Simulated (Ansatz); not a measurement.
K2NaTaBr6: what symmetry allows forces and stress to be

```xyz
10
Lattice="0.1103 5.5620 5.5620 5.6723 0.0000 5.6723 5.6723 5.6723 0.0000" Properties=species:S:1:pos:R:3 pbc="T T T"
K     8.5582    8.4588    8.4588
K     2.8968    2.7756    2.7756
Na    5.7275    5.6172    5.6172
Ta    0.0000    0.0000    0.0000
Br    2.7745    5.5776    5.6001
Br    5.6879    5.6343    2.6642
Br    8.6805    5.6568    5.6343
Br    5.7104    2.6642    5.6568
Br    5.7446    8.5702    5.5776
Br    5.7671    5.6001    8.5702
```

The calculation used DFT PBE, scalar-relativistic, plane waves, PAW (Ansatz 0.2.0).

Plane waves to 420 eV, a k mesh through Γ of 6×6×6 on the computed 10-atom cell and Gaussian smearing (0.10 eV); collinear spin from starting moments 0 0 0 1 0 0 0 0 0 0 μB.

This distorted cell has space group R-3, with 6 operations that respect the starting moments. Operations that also reverse all spins aren't counted, and can restrict forces and stress further.

Problem. Without a calculation: in which directions can each atom feel a force?

Solution. A force must be left unchanged by every operation that keeps its atom in place, so it lies in the space that those operations leave fixed. Atoms that the group maps onto each other feel forces of one size.
| atom | site symmetry | operations at the site | equivalent to atom | allowed force (Cartesian) |
| --- | --- | --- | --- | --- |
| K1 | 3. | 3 | 1 | along (0.58, -0.58, -0.58) |
| K2 | 3. | 3 | 1 | along (0.58, -0.58, -0.58) |
| Na3 | -3. | 6 | 3 | none |
| Ta4 | -3. | 6 | 4 | none |
| Br5 | 1 | 1 | 5 | any direction |
| Br6 | 1 | 1 | 5 | any direction |
| Br7 | 1 | 1 | 5 | any direction |
| Br8 | 1 | 1 | 5 | any direction |
| Br9 | 1 | 1 | 5 | any direction |
| Br10 | 1 | 1 | 5 | any direction |

That leaves 4 independent force components of 30. A relaxation in this cell that keeps the symmetry moves the atoms in these directions alone.

Problem. And the stress tensor?

Solution. It must be invariant under the point group, which leaves 2 independent components: xx = yy, xx = zz, yy = zz, xz = xy. Further linear relations between components hold in this frame.

Problem. Do the computed values obey this?

Solution. Yes. Forces (eV/Å):
```
K1   0.006 -0.006 -0.006
K2  -0.006  0.006  0.006
Na3  0.000  0.000  0.000
Ta4  0.000  0.000  0.000
Br5 -0.193 -0.027 -0.021
Br6 -0.027  0.021 -0.193
Br7  0.193  0.027  0.021
Br8 -0.021 -0.193  0.027
Br9  0.021  0.193 -0.027
Br10 0.027 -0.021  0.193
```

Stress (GPa, compression positive, xx yy zz yz xz xy): -1.18 -1.18 -1.18 0.15 -0.15 -0.15. The program imposes the same operations on density, forces and stress, so this confirms the analysis and is no independent test of the calculation.

Spin-orbit coupling is left out, which matters for the bands of heavy elements.